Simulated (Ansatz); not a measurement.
Profile along the Al–Ni line in AlNi (CsCl type)

AlNi (CsCl type), conventional cell a = b = c = 2.863 Å, α = β = γ = 90.00°. The calculation uses the primitive cell of 2 atoms, to which meshes and values per cell refer.

Fields along a shortest Al–Ni line of a {110} plane (2.48 Å), from Al to Ni, interpolated on the slice's grid (step about 0.1 Å). Level of theory: r2SCAN (plane waves to 500 eV, PAW, scalar-relativistic; Ansatz, a first-principles code). k mesh 16×16×16. Inside the PAW spheres the values are not all-electron values, and peaks at nuclei hang on which shells count as valence. AlNi is run without spin polarisation. AlNi was relaxed with its symmetry unable to fall.

```csv
distance from Al (Å),valence electron density (e/Å³),electron localisation function
0.00,0.06,x
0.12,0.06,x
0.25,0.06,x
0.37,0.07,x
0.50,0.09,x
0.62,0.14,0.09
0.74,0.19,0.27
0.87,0.23,0.43
0.99,0.26,0.50
1.12,0.28,0.48
1.24,0.30,0.40
1.36,0.36,0.29
1.49,0.46,0.22
1.61,0.73,0.21
1.74,1.50,0.24
1.86,3.48,0.30
1.98,8.18,x
2.11,18.17,x
2.23,34.66,x
2.36,52.68,x
2.48,60.92,x
```

x: too close to a nucleus for the ELF to mean much.

Density on the Al–Ni line (2.48 Å) at its midpoint: 0.30 e/Å³. ELF at that point: 0.40. ELF maximum in the middle third of the Al–Ni line: 0.50, 1.1 Å from Al.
